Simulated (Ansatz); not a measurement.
Fields on a plane of InSb (zinc blende)

```xyz
2
Lattice="0.0000 3.3173 3.3173 3.3173 0.0000 3.3173 3.3173 3.3173 0.0000" Properties=species:S:1:pos:R:3 pbc="T T T"
Sb     4.9760     4.9760     4.9760
In     0.0000     0.0000     0.0000
```

The slice is a {111} plane (indices of the conventional cell) through the point (0.750, 0.750, 0.750) (fractional), spanned by u = [100] and v = [-1 2 0] in vectors of this cell: u (4.69 Å) and v (8.13 Å, at 90° to u). It covers one period; positions are fractions (u, v).

Atoms on it: Sb at (0.00, 0.00); Sb at (0.50, 0.50). Other atoms lie within 1 Å of the plane.

Level of theory: PBE (plane waves to 420 eV, PAW, scalar-relativistic; Ansatz, a first-principles code). k mesh 12×12×12. Inside the PAW spheres the values are not all-electron values, and peaks at nuclei hang on which shells count as valence. At this level the bands of InSb touch or barely overlap; measurements give the solid a gap. InSb was relaxed with its symmetry unable to fall. Spin-orbit coupling is left out, though Sb is heavy.

| v \ u | 0.00 | 0.11 | 0.22 | 0.33 | 0.44 | 0.56 | 0.67 | 0.78 | 0.89 |
|---|---|---|---|---|---|---|---|---|---|
| 0.94 | x | x | <-2.0 | 4.2 | 5.6 | 5.6 | 4.2 | <-2.0 | x |
| 0.84 | -1.1 | 1.0 | 4.0 | 5.6 | 6.1 | 6.1 | 5.6 | 4.0 | 1.0 |
| 0.75 | <-2.0 | 0.1 | 3.7 | 5.3 | 5.7 | 5.7 | 5.3 | 3.7 | 0.1 |
| 0.66 | x | <-2.0 | 1.9 | 2.5 | -0.2 | -0.2 | 2.5 | 1.9 | <-2.0 |
| 0.56 | 0.0 | 1.5 | 0.9 | x | x | x | x | 0.9 | 1.5 |
| 0.47 | 5.2 | 4.8 | 0.5 | x | x | x | x | 0.5 | 4.8 |
| 0.38 | 6.1 | 5.8 | 4.3 | -0.5 | <-2.0 | <-2.0 | -0.5 | 4.3 | 5.8 |
| 0.28 | 6.0 | 5.9 | 5.1 | 3.3 | 1.1 | 1.1 | 3.3 | 5.1 | 5.9 |
| 0.19 | 3.2 | 3.9 | 3.7 | -0.6 | <-2.0 | <-2.0 | -0.6 | 3.7 | 3.9 |
| 0.09 | x | x | -0.7 | 1.1 | <-2.0 | <-2.0 | 1.1 | -0.7 | x |
| 0.00 | x | x | <-2.0 | 3.2 | 4.3 | 4.3 | 3.2 | <-2.0 | x |

Values: electrostatic potential energy of an electron, from the cell's mean, in eV. Points within 1 Å of a nucleus are blanked (x), as the pseudised field means little there. Values under -2 eV are set to -2. The zero, the cell's mean, hangs on the PAW cores.

```
|998877554433222211111122223344557788|
|887766554433221111111111223344556677|
|665555443322221100000011222233445555|
|554444333322110000000000112233334444|
|444433332222110000000000112222333344|
|333333332211110000000000111122333333|
|333333222211110000000000111122223333|
|443333332222111111111111112222333333|
|444433332222222222222222222222333344|
|444444333322222222222222222233334444|
|554444333333333333333333333333334444|
|444444333333444444444444443333334444|
|444433333344445555665555444433333344|
|333333334444556677887766554444333333|
|222233334444557788998877554444333322|
|222222333344667799999977664433332222|
|111122223344557788998877554433222211|
|111111223344556677887766554433221111|
|000011222233445555665555443322221100|
|000000112233334444554444333322110000|
|000000112222333344444433332222110000|
|000000111122333333333333332211110000|
|000000111122223333333333222211110000|
|111111112222333333443333332222111111|
|222222222222333344444433332222222222|
|222222222233334444444444333322222222|
|333333333333334444554444333333333333|
|444444443333334444444444333333444444|
|665555444433333344444433333344445555|
|887766554444333333333333334444556677|
|998877554444333322222233334444557788|
|999977664433332222222222333344667799|
```
Scale: ten equal steps from -1.87 (start of '0') to 1.36 (end of '9'), in the order '0123456789'. Values: log₁₀ of the valence density in e/Å³. The map has 18 points along u (two characters each, u = 0 at the left) and 32 along v (v = 0 in the bottom row). The scale is logarithmic, as a density can span decades between atoms and voids.
